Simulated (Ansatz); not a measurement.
Zr₃Ga₂:
```
Zr3Ga2
1.0
    7.33073     0.00000     0.00000
    0.00000     7.33073     0.00000
    0.00000     0.00000     3.70804
Zr Ga
6 4
Direct
  0.00000   0.00000   0.00000
  0.50000   0.50000   0.00000
  0.17664   0.67664   0.50000
  0.82336   0.32336   0.50000
  0.32336   0.17664   0.50000
  0.67664   0.82336   0.50000
  0.37730   0.87730   0.00000
  0.62270   0.12270   0.00000
  0.12270   0.37730   0.00000
  0.87730   0.62270   0.00000
```

Relaxed with r²SCAN. Special points in fractions of this cell's reciprocal vectors: Γ (0.000, 0.000, 0.000); X (0.000, 0.500, 0.000); M (0.500, 0.500, 0.000); Z (0.000, 0.000, 0.500); R (0.000, 0.500, 0.500); A (0.500, 0.500, 0.500).

Task: List the band energies nearest the Fermi level at these points for plane-wave PAW r²SCAN (Ansatz code).

Result: In eV from the Fermi level; about four levels below and three above (degenerate sets whole), none deeper than 8.9 eV; points with the same levels are listed once.

```tsv
k	below	above
Γ	-0.37 -0.22 -0.22 -0.11	0.02 0.02 1.11
X	-0.38 -0.38 -0.37 -0.37	0.69 0.69 1.08 1.08
M	-0.16 -0.16 -0.06 -0.06	0.47 0.47 0.56 0.56
Z	-0.86 -0.86 -0.82 -0.82 -0.37	0.54 0.71 0.88 0.88
R	-0.23 -0.23 -0.20 -0.20	0.22 0.22 2.62 2.62
A	-0.39 -0.39 -0.30 -0.30	2.85 2.85 3.58 3.58
```

Space group P4/mbm. The first step of the workflow began from a Materials Project structure, measured or hypothetical; the Crystallography Open Database files this formula in space group No. 127, but the cells were not matched. Its standing as an ambient phase is unchecked. The cell was relaxed with r²SCAN under the symmetry of its start; whether a distortion lowers the energy is not shown. The run is not spin-polarised. Spin–orbit coupling is left out wherever it is not named.

Potentials: the earlier of the program's two PAW sets.
